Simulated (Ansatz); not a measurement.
Sc3Al:
```xyz
4
Lattice="4.3141 0.0000 0.0000 0.0000 4.3141 0.0000 0.0000 0.0000 4.3141" Properties=species:S:1:pos:R:3 pbc="T T T"
Sc     2.1570     0.0000     2.1570
Sc     0.0000     2.1570     2.1570
Sc     2.1570     2.1570     0.0000
Al     0.0000     0.0000     0.0000
```

Relaxed with LDA. Special points in fractions of this cell's reciprocal vectors: Γ (0.000, 0.000, 0.000); X (0.000, 0.500, 0.000); M (0.500, 0.500, 0.000); R (0.500, 0.500, 0.500).

### Question
List the band energies nearest the Fermi level at these points for plane-wave PAW LDA (Ansatz code).

### Answer
In eV from the Fermi level; about four levels below and three above (degenerate sets whole), none deeper than 8.9 eV; points with the same levels are listed once.

```
k                                below                above
-  -----------------------------------  -------------------
Γ        -1.12 -1.12 -0.51 -0.51 -0.51       0.85 0.85 0.85
X              -4.05 -1.41 -0.82 -0.82  0.04 0.18 0.97 0.97
M              -2.78 -2.78 -1.34 -1.01       0.24 0.47 0.47
R  -1.52 -1.52 -1.52 -1.00 -1.00 -1.00  0.76 1.47 1.47 1.47
```

Space group Pm-3m (Cu3Au type). The first step of the workflow began from a Materials Project structure, measured or hypothetical; the Crystallography Open Database copy checked does not list it. Its standing as an ambient phase is unchecked. The cell was relaxed with LDA under the symmetry of its start; whether a distortion lowers the energy is not shown. The run is not spin-polarised.

Potentials: the later of the program's two PAW sets.
